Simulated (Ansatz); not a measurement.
Relaxed-ion elastic tensor of CoLiO₂ in space group P-3m1 (No. 164; O on 2d, Co on 1a, Li on 1b) in GPa (Voigt order), PBE+D3(BJ) in the plane-wave PAW code Ansatz; density 5.01 g/cm³, 8.11 Å³ per atom.

```
       1     2     3      4      5      6
-  -----  ----  ----  -----  -----  -----
1    356  96.4  47.1  -17.0    0.0    0.0
2   96.4   356  47.1   17.0    0.0    0.0
3   47.1  47.1   284    0.0    0.0    0.0
4  -17.0  17.0   0.0   39.1    0.0    0.0
5    0.0   0.0   0.0    0.0   39.1  -17.0
6    0.0   0.0   0.0    0.0  -17.0    130
```

### Question
Is the crystal mechanically stable?

### Answer
Yes: the smallest eigenvalue of C is 36.0 GPa.

### Question
Work out the Voigt, Reuss and Hill averages.

### Answer
K_V = 153, K_R = 149, K_H = 151; G_V = 95.3, G_R = 64.1, G_H = 79.7 GPa.

### Question
Give Young's modulus, Poisson's ratio, Pugh's ratio and the universal anisotropy index.

### Answer
E = 9KG/(3K + G) = 203 GPa; ν = 0.28; K/G = 1.89 (ductile by the Pugh limit of 1.75); A_U = 5G_V/G_R + K_V/K_R − 6 = 2.46.

### Question
Estimate the sound speeds and the Debye temperature.

### Answer
v_l = √((K + 4G/3)/ρ) = 7160 m/s, v_t = √(G/ρ) = 3990 m/s, mean 4440 m/s; Θ = (h/k)(3n/4πV)^(1/3) v_m = 658 K.

### Question
How much does each axis shrink under pressure?

### Answer
Linear compressibilities β_i = Σ_j S_ij (j = 1 to 3): x 1.9, y 1.9, z 2.9 per TPa.

The cell is a constructed one: a structure type filled with these elements; neither database checked (COD, Materials Project) lists it. COD files the formula under space group No. 166, so this cell is another polymorph or a model. Its standing as an ambient phase is unchecked. The cell was relaxed with PBE+D3(BJ) under the symmetry of its start; of distortions, only those at the zone centre were tested. The workflow began spin-polarised and lost its moments. No Hubbard U is applied.

Potentials: the later of the program's two PAW sets.
